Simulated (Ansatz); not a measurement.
CuC6:
```
CuC6
1.0
    4.26076     0.00000     0.00000
   -2.13038     3.68993     0.00000
    0.00000     0.00000     4.73429
C Cu
6 1
Direct
  0.33380   0.33380   0.00000
  0.33380   0.00000   0.00000
  0.66620   0.00000   0.00000
  0.66620   0.66620   0.00000
  0.00000   0.66620   0.00000
  0.00000   0.33380   0.00000
  0.00000   0.00000   0.50000
```

This is the r²SCAN+D4-relaxed structure.

Task: All from DFT-r²SCAN+D4 in the program Ansatz with PAW potentials, unless another level is named. Predict the electronic character.

Result: metallic (no gap).

Task: And the density of states at the Fermi level?

Result: 0.24 states/eV per atom (mean over ±0.08 eV).

Task: And the formation energy from the elements (no fitted shifts)?

Result: 0.47 eV/atom.

Space group P6/mmm. The start of the workflow was typed in or built on a structure type; neither database checked (COD, Materials Project) lists it. Its standing as an ambient phase is unchecked. The cell was relaxed with r²SCAN+D4 under the symmetry of its start; its stability against distortions is not shown here. No spin polarisation was allowed. Its formation energy is positive at this level, so the cell may be metastable or incomplete. The references are the lowest solids computed at this level, not always the standard phases.

Potentials: the earlier of the program's two PAW sets. The files were generated under PBE; for other functionals the program regenerates the frozen cores, and for LDA and PBEsol the local potential too.
